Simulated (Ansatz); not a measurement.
# Does this entry for Na₈Al₆Si₆BrClO₂₄ lie near equilibrium?

The cell is a computed structure from the Materials Project (it need not be an observed phase), taken as it stands.

```cif
data_Na8Al6Si6BrClO24
_symmetry_space_group_name_H-M 'P23'
_symmetry_Int_Tables_number 195
_cell_length_a 8.9890
_cell_length_b 8.9890
_cell_length_c 8.9890
_cell_angle_alpha 90.000
_cell_angle_beta 90.000
_cell_angle_gamma 90.000
loop_
_atom_site_label
_atom_site_type_symbol
_atom_site_symmetry_multiplicity
_atom_site_Wyckoff_symbol
_atom_site_fract_x
_atom_site_fract_y
_atom_site_fract_z
Na1 Na 4 e 0.3189 0.6811 0.3189
Na5 Na 4 e 0.8173 0.8173 0.1827
Al Al 6 h 0.5000 0.0000 0.2500
Si Si 6 g 0.0000 0.5000 0.2500
Br Br 1 a 0.0000 0.0000 0.0000
Cl Cl 1 b 0.5000 0.5000 0.5000
O23 O 12 j 0.3500 0.9398 0.3598
O35 O 12 j 0.8500 0.8598 0.4399
```

One atom of each set is listed.

All values are calculated (Ansatz; DFT, PBE, plane waves and PAW, scalar-relativistic, 420 eV cutoff, Γ-centred 3×3×3 k-points, Fermi–Dirac smearing 0.02 eV), not measured.

**Question.** Do the atoms and the cell lie near the calculated equilibrium?

**Answer.** Yes. The largest force is 0.096 eV/Å, on atom 1 (Na: 3 O at 2.37 Å, 1 Cl at 2.82 Å; also 3 O at 3.10 Å), and the pressure is 0.3 GPa.
